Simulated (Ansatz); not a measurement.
Question: Each is relaxed and computed with DFT-r²SCAN in the program Ansatz with PAW potentials. Which is the only one with a gap?
A. DyB2C2, P4/mbm (Dy on 2a, B on 4h, C on 4h)
B. TiC, rock salt
C. MnCO3, R-3c (Mn on 6b, C on 6a, O on 18e)
D. Sc3RuC4, C2/m (Pearson symbol mS32)

Answer: C, MnCO3, R-3c (Mn on 6b, C on 6a, O on 18e). MnCO3: gap 3.45 eV (indirect); Sc3RuC4: metal; DyB2C2: metal; TiC: metal. Caveat: open 4f shells can settle in a state that is not the lowest. Spin orders computed, not proven ground states: MnCO3, R-3c (Mn on 6b, C on 6a, O on 18e) antiferromagnetic; DyB2C2, P4/mbm (Dy on 2a, B on 4h, C on 4h) ferromagnetic. Standing as an ambient phase not checked: MnCO3, R-3c (Mn on 6b, C on 6a, O on 18e); Sc3RuC4, C2/m (Pearson symbol mS32); DyB2C2, P4/mbm (Dy on 2a, B on 4h, C on 4h). Perhaps ordered models of mixed-site phases: Sc3RuC4, C2/m (Pearson symbol mS32). All cells were relaxed under the symmetry of their starts (and spin orders); stability against distortions was not tested throughout. Cells of antiferromagnets are given as chemical subcells. Rows with no word on spin ran without spin polarisation. No Hubbard U is applied. Scalar-relativistic: spin–orbit coupling is off unless named, which matters more the heavier the elements.

Potentials: the later of the program's two PAW sets.
